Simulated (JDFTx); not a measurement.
System: boron oxyfluoride, BOF (SMILES O=BF), charge 0, multiplicity 1; geometry: optimised with GFN2-xTB in vacuum (no frequencies checked; largest PBE force component 2.6 eV/Å). Z-matrix (Å, degrees):
```
B
O 1 1.1874
F 1 1.2819 2 179.89
```

Level of theory: PBE, GBRV ultrasoft potentials, plane waves to 20/100 Ha; code: a modified build of JDFTx. Liquid: CANDLE, water, 2 M KF. The liquid run sits in a periodic box with 4.5 Å from the outermost atoms to the faces; the vacuum run is isolated. The box matters at about 0.01 eV. ΔG_solv is the difference of the two single-point energies, liquid minus vacuum; no corrections are added.

The values are those of the intact species: the continuum can't coordinate to it or react with it. The geometry is far from a PBE minimum, which enters the values.

The solvation energy comes out as -22.9 kJ/mol and the part: cavitation term of the fluid is 26.3 kJ/mol. The part: dispersion term of the fluid is -22.4 kJ/mol, the part: electrostatic term of the fluid is -34 kJ/mol and the part: distortion of the solute's electrons is 7.5 kJ/mol. The dipole moment in vacuum comes out as 1.97 D and the dipole moment in the liquid is 2.65 D. The highest occupied level in vacuum (zero: vacuum level) is -8.82 eV and the highest occupied level in the liquid (zero: bulk electrolyte) is -8.75 eV. The volume of the model's cavity is 130.7 Å³ and the rough cost, vacuum and liquid run comes out as 90 s and 90 s of core time.
